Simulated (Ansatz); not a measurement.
input.yaml

```yaml
crystal:
  lattice:
    - [0.0, 2.4695345256, 2.4695345256]
    - [2.4695345256, 0.0, 2.4695345256]
    - [2.4695345256, 2.4695345256, 0.0]
  atoms:
    - { symbol: Pb, position: [0.0, 0.0, 0.0] }
basis:
  ecutwfc: 420
kpoints:
  mp_grid: { grid: [14, 14, 14] }
hamiltonian:
  xc: pbe
scf:
  occupations: { method: gaussian, width: 0.1 }
output:
  forces: true
  stress: true
  eigenvalues: true
```

Run as
```bash
ansatz run input.yaml --threads 1 --pin off --max-ram 2560MiB --backend cpu --events-out ev --progress --plain --runs-dir out
```

The calculation used Ansatz, DFT PBE, scalar-relativistic, plane waves, PAW.

Part of what the program printed, abridged:

```
Pseudopotentials: kind: paw
Pseudopotential: Pb, paw, valence charge 14, recommended cutoff 420 eV (normal)
Functional definition: PBE
Crystal: 1 atom, lattice volume = 30.121 Å³
Basis set: ecut = 420 eV, 609 PW (Γ), exchange–correlation on 48×48×48 points (8 copies of the dense FFT grid, shifted against one another)
Bands: 11, of which v1, the nominal top of the filled ones, is band 7 counted from 1 (6 counted from 0)
Symmetry: 48 space group operations
Space group: Fm-3m (ITA 225), of the structure as read, at distance tolerance 3.1e-5 Å
k-points: 104 of 2744
Initial density: superposition of atomic densities (neutral atoms: chi_scale 0, normalization atom), corrected by the library's trained network
Initial wavefunctions: pseudopotential atomic-orbital guess
Functional: x = pbe(κ = 0.804, μ = 0.21951497), c = pbe(β = 0.06672455)
SCF iter   1: F=—  HF=-11906.404261 eV  |F-HF|=—  |Δ(HF+E_count)|=         —  Δρ=5.20e-4  dr2=4.96e-5  ethr=1.77e-3  ⟨swp⟩=5.6  Hψ=7522  notcnv=0
SCF iter   2: F=—  HF=-11906.403875 eV  |F-HF|=—  |Δ(HF+E_count)|=   3.86e-4  Δρ=4.83e-4  dr2=3.11e-5  ethr=3.54e-7  ⟨swp⟩=2.7  Hψ=3054  notcnv=0
SCF iter   3: F=—  HF=-11906.403886 eV  |F-HF|=—  |Δ(HF+E_count)|=   1.09e-5  Δρ=1.27e-4  dr2=2.38e-6  ethr=2.22e-7  ⟨swp⟩=2.8  Hψ=1885  notcnv=0
SCF iter   4: F=—  HF=-11906.403889 eV  |F-HF|=—  |Δ(HF+E_count)|=   2.86e-6  Δρ=3.07e-5  dr2=2.98e-7  ethr=1.70e-8  ⟨swp⟩=2.0  Hψ=1315  notcnv=0
SCF iter   5: F=-11906.403889 eV  HF=-11906.403889 eV  |F-HF|=8.36e-9  |Δ(HF+E_count)|=   1.14e-7  Δρ=5.67e-6  dr2=7.91e-9  ethr=2.13e-9  ⟨swp⟩=2.0  Hψ=1806  notcnv=0
SCF iter   6: F=-11906.403889 eV  HF=-11906.403889 eV  |F-HF|=3.84e-10  |Δ(HF+E_count)|=   3.34e-9  Δρ=1.07e-6  dr2=3.16e-10  ethr=5.65e-11  ⟨swp⟩=4.0  Hψ=5089  notcnv=0
SCF 1 converged in 6 iterations: F = -11906.403889 eV  dr2 = 3.16e-10
SCF converged after 6 iterations
Free energy (F): -11906.403889 eV
Harris-Foulkes:  -11906.403889 eV  (|F-HF|=3.84e-10)
Internal energy: -11906.401790 eV  (E = F + TS)
E sigma→0 (E₀):  -11906.402839 eV
Entropy (-TS):   -0.002099 eV (-2.099 meV/atom)
Fermi energy:    11.108961 eV
--- Per-component energies (eV) ---
  E_band       = -35.421087
  E_kinetic    = 289.213620
  E_local      = -1010.672888  (includes V_loc(G=0)·N_el)
  E_nonlocal   = 349.551722
  E_hartree    = 401.950112
  E_xc         = -220.963030
  E_vxc        = -132.741108  (∫ρ·V_xc dr)
  E_paw        = -10405.518303  (= ΣΔE_a)
  E_vpaw       = -334.671997  (= ΣTr[D̂ρ^β])
  E_aug_tail   = 0.000049  (compensation charges beyond the density's cutoff)
  E_ewald      = -1309.963072
  E_smearing   = -0.002099  (= −TS)
--- Forces (eV/Å), atoms counted from 1 ---
  atom   1  Pb     0.00000000     0.00000000     0.00000000
--- Stress (GPa, compression-positive) ---
        2.791392       0.000000       0.000000
        0.000000       2.791392       0.000000
        0.000000       0.000000       2.791392
  P = ⅓ Tr σ = 2.7914 GPa (27.914 kbar)
--- Band table (eV; the first three rows and the last of 104) ---
  k-point 0: bands = ["-6.0188", "-6.0188", "-6.0188", "-5.8758", "-5.8758", "-0.7275", "18.5384", "18.5384", "18.5384", "20.8204", "22.4969"]
  k-point 1: bands = ["-6.0190", "-6.0112", "-6.0112", "-5.8763", "-5.8763", "-0.6284", "17.3360", "18.4133", "18.4133", "20.5995", "23.0159"]
  k-point 2: bands = ["-6.0203", "-5.9940", "-5.9940", "-5.8737", "-5.8737", "-0.3311", "15.1527", "18.0956", "18.0956", "20.3297", "23.7803"]
  k-point 103: bands = ["-6.0126", "-6.0105", "-5.9036", "-5.8225", "-5.7037", "4.4762", "9.1955", "10.2140", "11.3854", "21.3429", "22.1658"]
```

The run converged.

Time: 5.5 s on 1 thread of Intel(R) Xeon(R) Processor @ 2.50GHz (Skylake/Cascade Lake) (shared host), peak memory 0.33 GiB.

Spin–orbit coupling is left out, which can shift energies with elements as heavy as these.